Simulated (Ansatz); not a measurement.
Te2Mo:
```cif
data_Mo4Te8
_chemical_formula_sum 'Te8 Mo4'
_space_group_name_H-M_alt 'P21/m'
_space_group_IT_number 11
_space_group_name_Hall '-P 2yb'
_cell_length_a 6.28665
_cell_length_b 3.43900
_cell_length_c 13.38097
_cell_angle_alpha 90.000
_cell_angle_beta 93.592
_cell_angle_gamma 90.000
loop_
_space_group_symop_operation_xyz
  'x, y, z'
  '-x, -y, -z'
  '-x, y+1/2, -z'
  'x, -y+1/2, z'
loop_
_atom_site_label
_atom_site_type_symbol
_atom_site_symmetry_multiplicity
_atom_site_Wyckoff_symbol
_atom_site_fract_x
_atom_site_fract_y
_atom_site_fract_z
_atom_site_occupancy
Te1 Te 2 e 0.44173 0.25000 0.65251 1
Te2 Te 2 e 0.58611 0.25000 0.10473 1
Te3 Te 2 e 0.09369 0.75000 0.15293 1
Mo1 Mo 2 e 0.67961 0.25000 0.49323 1
Te4 Te 2 e 0.05630 0.25000 0.39492 1
Mo2 Mo 2 e 0.18159 0.25000 0.00787 1
```

Relaxed with LDA.

Q: Which orbitals make up the states near the Fermi level in LDA in the plane-wave PAW code Ansatz?

A: Within 0.5 eV of the Fermi level: Mo 4d 49 %, Te 5p 45 %. Projections are on Löwdin-orthogonalised atomic valence shells; empty p or d shells of many metals are not among them.

Q: Tabulate the density of states.

A: States/eV per cell of 12 atoms, in 0.25 eV bins, energy from the Fermi level.

| E (eV) | total | Te 5p | Mo 4d | Te 5s |
|---|---|---|---|---|
| -7.85 | 0.00 | 0.00 | 0.00 | 0.00 |
| -7.60 | 0.00 | 0.00 | 0.00 | 0.00 |
| -7.35 | 0.00 | 0.00 | 0.00 | 0.00 |
| -7.10 | 0.00 | 0.00 | 0.00 | 0.00 |
| -6.85 | 0.00 | 0.00 | 0.00 | 0.00 |
| -6.60 | 0.00 | 0.00 | 0.00 | 0.00 |
| -6.35 | 0.27 | 0.18 | 0.05 | 0.00 |
| -6.10 | 3.72 | 2.54 | 0.71 | 0.07 |
| -5.85 | 4.58 | 3.12 | 0.91 | 0.11 |
| -5.60 | 6.85 | 4.67 | 1.49 | 0.17 |
| -5.35 | 9.61 | 6.67 | 2.20 | 0.22 |
| -5.10 | 12.34 | 8.53 | 2.84 | 0.33 |
| -4.85 | 8.71 | 6.10 | 1.90 | 0.27 |
| -4.60 | 6.29 | 4.11 | 1.57 | 0.28 |
| -4.35 | 7.02 | 4.36 | 1.97 | 0.32 |
| -4.10 | 8.73 | 5.34 | 2.51 | 0.46 |
| -3.85 | 9.27 | 5.54 | 2.80 | 0.49 |
| -3.60 | 9.84 | 5.67 | 3.26 | 0.51 |
| -3.35 | 10.27 | 6.15 | 3.37 | 0.38 |
| -3.10 | 11.49 | 6.54 | 4.12 | 0.41 |
| -2.85 | 10.12 | 5.06 | 4.46 | 0.29 |
| -2.60 | 11.45 | 5.61 | 5.24 | 0.28 |
| -2.35 | 12.60 | 6.26 | 5.74 | 0.26 |
| -2.10 | 15.72 | 8.45 | 6.58 | 0.24 |
| -1.85 | 12.54 | 5.86 | 6.12 | 0.23 |
| -1.60 | 11.99 | 5.07 | 6.33 | 0.22 |
| -1.35 | 11.65 | 5.40 | 5.67 | 0.19 |
| -1.10 | 11.23 | 5.38 | 5.29 | 0.19 |
| -0.85 | 7.21 | 3.12 | 3.78 | 0.14 |
| -0.60 | 4.28 | 2.05 | 1.99 | 0.13 |
| -0.35 | 3.36 | 1.74 | 1.42 | 0.10 |
| -0.10 | 3.16 | 1.50 | 1.46 | 0.07 |
| 0.15 | 6.10 | 2.63 | 3.15 | 0.10 |
| 0.40 | 5.22 | 2.17 | 2.81 | 0.07 |
| 0.65 | 5.22 | 1.93 | 3.06 | 0.05 |
| 0.90 | 10.86 | 2.85 | 7.48 | 0.11 |
| 1.15 | 9.14 | 2.36 | 6.23 | 0.13 |
| 1.40 | 10.25 | 3.37 | 5.91 | 0.27 |
| 1.65 | 12.47 | 4.23 | 6.96 | 0.46 |
| 1.90 | 8.98 | 3.48 | 4.61 | 0.29 |
| 2.15 | 9.90 | 4.23 | 4.80 | 0.22 |
| 2.40 | 10.98 | 4.88 | 4.99 | 0.22 |
| 2.65 | 6.17 | 2.98 | 2.57 | 0.15 |
| 2.90 | 7.95 | 3.97 | 3.11 | 0.17 |
| 3.15 | 8.20 | 4.00 | 3.15 | 0.20 |
| 3.40 | 11.19 | 5.63 | 4.28 | 0.27 |
| 3.65 | 4.52 | 2.23 | 1.72 | 0.13 |
| 3.90 | 0.56 | 0.25 | 0.21 | 0.02 |
| 4.15 | 0.32 | 0.04 | 0.02 | 0.01 |
| 4.40 | 1.61 | 0.21 | 0.12 | 0.05 |
| 4.65 | 4.00 | 0.56 | 0.29 | 0.11 |

Space group P2_1/m. The workflow started from an entry of the Crystallography Open Database (COD), which files this formula under 2 space groups. It is not the phase usual at ambient conditions (space group No. 194). The LDA relaxation kept the symmetry of its start; its stability against distortions is not shown here. The run is not spin-polarised. A crystal of weakly bound layers computed without a dispersion correction: the cell and the soft elastic constants depend strongly on that. Spin–orbit coupling is left out wherever it is not named.

Potentials: the earlier of the program's two PAW sets. The files were generated under PBE; for other functionals the program regenerates the frozen cores, and for LDA and PBEsol the local potential too.
